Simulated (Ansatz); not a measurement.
BeS:
```xyz
2
Lattice="0.0000 2.4342 2.4342 2.4342 0.0000 2.4342 2.4342 2.4342 0.0000" Properties=species:S:1:pos:R:3 pbc="T T T"
Be     0.0000     0.0000     0.0000
S      1.2171     1.2171     1.2171
```

Relaxed with r²SCAN.

**Question.** Give the optical modes at the zone centre with their infrared and Raman activity from DFPT, r²SCAN (plane waves, PAW; program Ansatz).

**Answer.** Transverse frequencies, without the LO–TO term; a row sums one degenerate level.

```
ω (cm⁻¹)  degeneracy  IR ((D/Å)²/amu)  Raman (Å⁴/amu)  activity  symmetry
--------  ----------  ---------------  --------------  --------  --------
564                3            27.35              34  IR+Raman        T2
```

**Question.** How high does the top mode go among those that the LO–TO term moves?

**Answer.** 674 cm⁻¹ for q along x.

Space group F-43m (zinc blende). Symmetry was held in the r²SCAN relaxation.

Potentials: the earlier of the program's two PAW sets. The files were generated under PBE; for other functionals the program regenerates the frozen cores, and for LDA and PBEsol the local potential too.
